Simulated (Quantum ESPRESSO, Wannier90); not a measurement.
HfO2 (P4₂/nmc), plane waves to Wannier functions

```xyz
6
Lattice="3.5580 0.0000 0.0000 0.0000 3.5580 0.0000 0.0000 0.0000 5.1719" Properties=species:S:1:pos:R:3 pbc="T T T"
Hf     1.7790     1.7790     2.5859
Hf     0.0000     0.0000     0.0000
O      0.0000     1.7790    -1.5660
O      0.0000     1.7790     1.0199
O      1.7790     0.0000    -1.0199
O      1.7790     0.0000     1.5660
```

Materials Project entry mp-1018721; symmetrised, unrelaxed at this level. Not found in the COD (Crystallography Open Database) copy used, which has the formula in other groups; not checked further. Computed values, not measurements, from PBEsol: Quantum ESPRESSO (norm-conserving PseudoDojo potentials, cutoff 68 Ry, no spin polarisation, no spin-orbit coupling) on a Γ-centred 8×8×6 mesh, then Wannier90. Density: 10×10×6 mesh, cold smearing 0.01 Ry. Spin-orbit coupling is left out although heavy elements are present.

Base run: 22 functions from bands 13-50 of the 50 computed, start hydrogen-like Hf: d; O: p, centres 0.05 Å off the atoms, frozen window up to 6.18 eV relative to the valence-band maximum, outer window open. One setting was then changed (edges relative to the valence-band maximum; misfit to pw.x on a path, for states up to 5.7 eV relative to the valence-band maximum).

```tsv
run	Ω_I (Å²)	rms misfit (meV)	worst (meV)
base	22.97	0.3	4.5
changed	17.89	1255	4030
```

Task: Which change was made?
A. no frozen window
B. only the lowest 30 of the kept bands
C. only the lowest 34 of the kept bands
D. frozen window to 5.68 eV

Result: A, no frozen window. The others give:

```json
[
 {"run": "frozen window to 5.68 eV", "Ω_I (Å²)": "22.59", "rms misfit (meV)": "1.2", "worst (meV)": "14"},
 {"run": "only the lowest 30 of the kept bands", "Ω_I (Å²)": "23.29", "rms misfit (meV)": "0.2", "worst (meV)": "4.0"},
 {"run": "only the lowest 34 of the kept bands", "Ω_I (Å²)": "23.08", "rms misfit (meV)": "0.3", "worst (meV)": "4.3"}
]
```
